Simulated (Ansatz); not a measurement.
Input and command of a calculation in Ansatz (plane waves; scalar-relativistic PAW potentials unless the input names others):

```yaml
crystal:
  lattice:
    - [5.5623953551, 0.0, 0.0]
    - [0.0, 3.6277724542, 0.0]
    - [0.0, 0.0, 11.2393320248]
  atoms:
    - { symbol: Cs, position: [0.75, 0.0, 0.7026338098] }
    - { symbol: Cs, position: [0.25, 0.0, 0.2973661902] }
    - { symbol: Sc, position: [0.75, 0.5, 0.0369760993] }
    - { symbol: Sc, position: [0.25, 0.5, 0.9630239007] }
basis:
  ecutwfc: 420
kpoints:
  mp_grid: { grid: [8, 12, 4] }
hamiltonian:
  xc: pbe
scf:
  occupations: { method: fermi_dirac, width: 0.3 }
  n_extra_bands: 0
  max_iter: 80
output:
  forces: true
  eigenvalues: true
  stress: true
```

```bash
ansatz run input.yaml --threads 1 --pin off --max-ram 2560MiB --backend cpu --events-out ev --progress --plain --runs-dir out
```

**Question.** Will this input run?

**Answer.** The program refuses it, because of too few bands (scf.n_extra_bands: not typed → 0). Also changed, but not at fault: scf.occupations: {"method": "gaussian", "width": 0.1} → {"method": "fermi_dirac", "width": 0.3}. With the sound run's settings it is accepted.

Abridged log:
```
Error: inconsistent input (scf.n_extra_bands, scf.occupations.method): n_bands = 20 leaves no empty band above the 20 bands per channel that the deck's 40 electrons occupy, and the occupations search for the Fermi level (a smearing at a finite width, or tetrahedra): a level found among occupied bands alone can fill a metal as an insulator; raise scf.n_extra_bands until at least 21 bands are solved (omitted, it auto-derives to 29) (see scf.n_extra_bands in the input reference)
```